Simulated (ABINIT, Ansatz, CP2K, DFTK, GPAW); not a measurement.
**One calculation of NbSi, 6 ways**

```
Nb Si
1.0
     3.15644    0.00000    0.00000
     0.00000    3.15644    0.00000
     0.00000    0.00000    3.15644
Nb Si
1 1
Direct
  0.00000 0.00000 0.00000
  0.50000 0.50000 0.50000
```

The cell comes from a database or a generator and needn't be the stable form of this composition.

Alike in all runs: task single point; functional PBE; k mesh 8 × 8 × 8; occupations fermi-dirac, width 0.05 eV; no spin polarisation; no spin-orbit coupling. Pressure is positive in compression and, in plane waves, holds the error of the finite cutoff, which Ansatz's Pulay term estimates and takes out.

```csv
program and potentials,plane-wave cutoff (eV),notes,band gap (eV),pressure (GPa)
"ABINIT, JTH PAW PBE v2.0",435,-,no gap,-0.48
"CP2K, POTENTIAL_UZH Nb GTH-PBE-q13, Si GTH-PBE-q4; TZVP-MOLOPT-PBE-GTH basis",-,atomic basis,no gap,0.50
"Ansatz, Ansatz PAW (earlier soft set)",420,-,no gap,-0.09
"Ansatz, all-electron LAPW, scalar-relativistic",-,-,no gap,-0.09
"GPAW, GPAW PAW data sets (gpaw-data 1.2.1)",600,-,no gap,-0.33
"DFTK, PseudoDojo SR PBE 0.4.1 standard (PBE)",1116,-,?,?
```

Q: Estimate from the other rows what the run with DFTK, PseudoDojo SR PBE 0.4.1 standard (PBE) gave.

A: No band gap; pressure -0.06 GPa. The other rows, which needn't bracket it: pressure -0.48 to 0.50.
